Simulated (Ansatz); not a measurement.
Clean, relaxed (110) surface of Ta, space group Im-3m (No. 229) (top face towards +c; atoms held fixed, by place in the list: 1, 2):

```
CELL_PARAMETERS angstrom
2.84101 0.00000 0.00000
-0.94700 2.67853 0.00000
0.00000 0.00000 23.95903
ATOMIC_POSITIONS crystal
Ta 0.50000 0.50000 0.35477
Ta 0.00000 0.00000 0.45159
Ta 0.50000 0.50000 0.54807
Ta 0.00000 0.00000 0.64065
```

Method: DFT PBEsol, scalar-relativistic, plane waves, PAW (Ansatz 0.2.0). Cutoff 420 eV; k points 11×11×1 on the computed 4-atom cell (Γ-centred); Gaussian smearing, width 0.10 eV; no spin polarisation. A dipole correction removes the field between periodic images along c.

The adsorption energy is E(slab + adsorbate) − E(slab) − E(free adsorbate, spin-polarised where open-shell). With the adsorbate the cell is lengthened along c to keep the vacuum.

(1) CH is put on the top face (one adsorbate per 7.6 Å²) at each of these sites and relaxed. Order them from strongest to weakest binding.
A. bridge (Ta-Ta) at (0.50, 0.00)
B. hollow (Ta-Ta-Ta) at (0.33, 0.67)
C. top (Ta) at (0.00, 0.00)

Each end is the local minimum or symmetric point that its start leads to. The slab is only 7.0 Å thick, so the energies aren't converged with thickness.

The adsorbed runs have no spin polarisation, so weakly bound open-shell ends lie too high.

Results:

(1) B (-6.77 eV), A (-6.27 eV), C (-4.93 eV).